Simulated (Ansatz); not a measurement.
An Ansatz (an electronic-structure program) run. Input:

Ansatz 0.2 input:
```yaml
crystal:
  lattice:
    - [-2.6727223287, 2.6727223287, 3.6962947882]
    - [2.6727223287, -2.6727223287, 3.6962947882]
    - [2.6727223287, 2.6727223287, -3.6962947882]
  atoms:
    - { symbol: Ca, position: [0.75, 0.75, 0.0] }
    - { symbol: Ca, position: [0.25, 0.25, 0.0] }
    - { symbol: B, position: [0.3614511126, 0.8614511126, 0.2229022253] }
    - { symbol: B, position: [0.6385488874, 0.1385488874, 0.7770977747] }
    - { symbol: B, position: [0.8614511126, 0.6385488874, 0.5] }
    - { symbol: B, position: [0.1385488874, 0.3614511126, 0.5] }
    - { symbol: C, position: [0.6596079969, 0.8403920031, 0.5] }
    - { symbol: C, position: [0.3403920031, 0.1596079969, 0.5] }
    - { symbol: C, position: [0.8403920031, 0.3403920031, 0.1807840063] }
    - { symbol: C, position: [0.1596079969, 0.6596079969, 0.8192159937] }
kpoints:
  mp_grid: { grid: [7, 7, 7] }
hamiltonian:
  xc: r2scan
  pseudopotentials: { kind: paw }
scf:
  occupations: { method: fixed }
checkpoint: { read: static.run }
output: { write_density: true, elf: true, volumetric_format: npy }
basis: { fft_grid_basis: typed }
```

Output (shortened):

```
Pseudopotentials: kind: paw
Pseudopotential: Ca, paw, valence charge 10
Pseudopotential: B, paw, valence charge 3
Pseudopotential: C, paw, valence charge 4
Functional definition: r2SCAN
Crystal: 10 atoms, lattice volume = 105.617 Å³
Basis set: ecut = 500 eV, 2693 PW (Γ), exchange–correlation on 160×160×160 points (64 copies of the dense FFT grid, shifted against one another)
Bands: 34, of which v1, the nominal top of the filled ones, is band 24 counted from 1 (23 counted from 0)
Symmetry: 16 space group operations
Space group: I4/mcm (ITA 140), of the structure as read, at distance tolerance 4.7e-5 Å
k-points: 40 of 343
PAW frozen core: Ca, regenerated for the run's functional
PAW frozen core: B, regenerated for the run's functional
PAW frozen core: C, regenerated for the run's functional
Initial density: read from a saved state, or passed on in memory by an earlier SCF of this step, an earlier step, the calling program or the single point that …
Stability of the state it starts from, as read at its close in the unpolarized treatment …
Initial wavefunctions: pseudopotential atomic-orbital guess
Eigensolver: davidson
Functional: x = r2scan, c = r2scan; τ floored in thin density (d = 2e-4 eV/Å³)
iter 1 solved again at ethr=4.01e-8 eV; its pass at ethr=3.10e-3 eV (dr2=1.92e-5 eV) is discarded
SCF iter   1: F=—  HF=-5280.552363 eV  |F-HF|=—  |Δ(HF+E_count)|=         —  Δρ=4.94e-7  dr2=1.66e-10  dr2_τ=2.65e-11  ethr=4.01e-8  ⟨swp⟩=4.2  Hψ=9352  notcnv=0  defer=318
all-band conjugate gradients solve this SCF's bands
preconditioner: auto → Resta (q_TF=auto, 2.392 Å⁻¹)
SCF iter   2: F=-5280.552363 eV  HF=-5280.552363 eV  |F-HF|=1.46e-11  |Δ(HF+E_count)|=   1.79e-8  Δρ=2.59e-7  dr2=4.57e-11  dr2_τ=2.03e-11  ethr=1.00e-12  ⟨swp⟩=15.7  Hψ=9878  notcnv=0
SCF 1 converged in 2 iterations: F = -5280.552363 eV  dr2 = 4.57e-11
SCF converged after 2 iterations
Free energy (F): -5280.552363 eV
Harris-Foulkes:  -5280.552363 eV  (|F-HF|=1.46e-11)
Internal energy: -5280.552363 eV  (E = F + TS)
E sigma→0 (E₀):  -5280.552363 eV
Fermi energy:    8.433586 eV
--- Per-component energies (eV) ---
  E_band       = -212.765256
  E_kinetic    = 1118.196942
  E_local      = -1818.998743  (includes V_loc(G=0)·N_el)
  E_nonlocal   = 278.221518
  E_hartree    = 571.998330
  E_xc         = -592.392838
  E_vxc        = -819.853685  (∫ρ·V_xc dr)
  E_paw        = -2450.729457  (= ΣΔE_a)
  E_vpaw       = -159.810040  (= ΣTr[D̂ρ^β])
  E_aug_tail   = 0.000003  (compensation charges beyond the density's cutoff)
  E_vtau       = 45.482084  (kinetic-family band-sum trace: ∫τ·v_τ [+ j·A + Jᵃ·Aᵃ] dr)
  E_ewald      = -2386.233924
  E_core_change = -0.614194  (= ΣΔE_core)
  E_smearing   =  0.000000  (= −TS)
  E_closure    = 0.000000  (closes the sum)
  Σ components = -5280.552363   (vs F -5280.552363, Δ=0.00e0)
  [band-id]    e_kinetic+e_local+e_nonlocal+2·e_hartree+e_vxc+e_vpaw+e_augmentation_tail+e_vtau = -212.765260   (vs E_band -212.765256, Δ=-4.68e-6)
--- Band table (eV; the first three rows and the last of 40) ---
  k-point 0: bands = ["-32.9993", "-32.9699", "-13.3003", "-13.2363", "-13.2363", "-13.1545", "-13.1473", "-13.1473", "-6.8317", "-4.5595", "-3.0991", "-3.0991", "0.5329", "1.4685", "2.4733", "2.4733", "2.8973", "4.6572", "5.6017", "6.7964", "6.7964", "7.7872", "8.0854", "8.0854", "10.4847", "11.7801", "12.5277", "12.5277", "13.3731", "14.7247", "15.0635", "15.0635", "15.2884", "15.3543"]
  k-point 1: bands = ["-32.9976", "-32.9715", "-13.3106", "-13.2400", "-13.2116", "-13.1834", "-13.1501", "-13.1445", "-6.6744", "-4.8961", "-3.0985", "-2.7560", "0.0666", "1.1594", "2.5889", "3.1252", "3.6168", "4.7441", "5.0910", "6.5647", "7.1937", "7.3901", "7.5621", "8.0204", "10.6000", "10.6528", "12.6671", "13.3426", "13.9735", "14.2992", "14.8516", "15.1970", "15.2081", "15.4070"]
  k-point 2: bands = ["-32.9938", "-32.9750", "-13.3335", "-13.2626", "-13.2483", "-13.1557", "-13.1403", "-13.1382", "-6.2442", "-5.3585", "-3.0975", "-2.8486", "0.0644", "1.2248", "2.9343", "3.7333", "4.5173", "4.8684", "4.9696", "6.0126", "6.0880", "6.1655", "7.4764", "8.4336", "9.9948", "11.0275", "13.0934", "13.3949", "14.2984", "14.4720", "14.9026", "14.9989", "15.3788", "15.5025"]
  k-point 39: bands = ["-32.9858", "-32.9825", "-13.4214", "-13.2928", "-13.2905", "-13.1227", "-13.1218", "-13.1125", "-6.1676", "-4.9194", "-2.8931", "-2.8791", "0.5018", "1.2942", "2.2967", "2.3963", "2.8028", "2.8316", "6.6930", "7.3630", "7.4532", "7.7326", "7.8880", "8.0351", "9.4833", "12.1637", "12.2267", "13.0632", "14.0203", "14.2255", "14.3233", "14.3344", "14.5912", "14.8216"]
  band table: 34 of 34 bands, residual norms ≤ 1.0e-3 eV
```

Cost: around 13 core-seconds (rough) on shared cores.

The workflow started from a Materials Project entry (that database holds measured and hypothetical structures alike); the Crystallography Open Database copy checked does not list it. With B and C taken as one species the cell has the higher symmetry P4/mmm, so it may be an ordered model of a mixed-site phase. Its standing as an ambient phase is unchecked. Symmetry was held in the r²SCAN relaxation; whether a distortion lowers the energy is not shown.

Potentials: the later of the program's two PAW sets.

Ansatz is a plane-wave DFT program.
